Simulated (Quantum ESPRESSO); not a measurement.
Space group F-43m (No. 216); a = 5.130 Å, b = 5.130 Å, c = 5.130 Å, α = 90.00°, β = 90.00°, γ = 90.00°

| atom | site | symmetry | x | y | z |
|---|---|---|---|---|---|
| Be | 4a | -43m | 0.0000 | 0.0000 | 0.0000 |
| Se | 4c | -43m | 0.2500 | 0.2500 | 0.2500 |
(The calculation used a cell of 2 atoms; values per cell refer to that cell.)

Cell and atoms were relaxed with PBEsol from Materials Project entry mp-1541, within its symmetry.

Q: What does PBE (pw.x of Quantum ESPRESSO, ONCV potentials, without SOC) give for the electronic structure near the Fermi level?

A: The PBE gap is indirect, 2.62 eV, from Γ to X; the smallest direct gap is 4.43 eV. Spin-orbit splittings are left out.
